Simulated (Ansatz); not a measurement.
Data:

LiH:
```xyz
2
Lattice="0.0000 2.0027 2.0027 2.0027 0.0000 2.0027 2.0027 2.0027 0.0000" Properties=species:S:1:pos:R:3 pbc="T T T"
Li     0.0000     0.0000     0.0000
H      2.0027     2.0027     2.0027
```

This is the r²SCAN-relaxed structure.

### Question
All from DFT-r²SCAN in the program Ansatz with PAW potentials, unless another level is named. Predict the formation energy from the elements (no fitted shifts).

### Answer
-467 meV/atom.

### Question
Predict the HSE06 gap on the r²SCAN cell.

### Answer
3.97 eV.

### Question
Predict the band gap.

### Answer
3.63 eV (direct).

### Question
Next, the weight of the valence-edge state by species (Voronoi cells)?

### Answer
H 87 %, Li 13 %.

### Question
Give the weight of the conduction-edge state by species (Voronoi cells).

### Answer
Li 52 %, H 48 %.

### Question
Give the valence-band maximum.

### Answer
at X.

Space group Fm-3m (rock salt). The r²SCAN relaxation kept the symmetry of its start. The references are the lowest solids computed at this level, not always the standard phases (solids in place of the gases).

Potentials: the later of the program's two PAW sets.
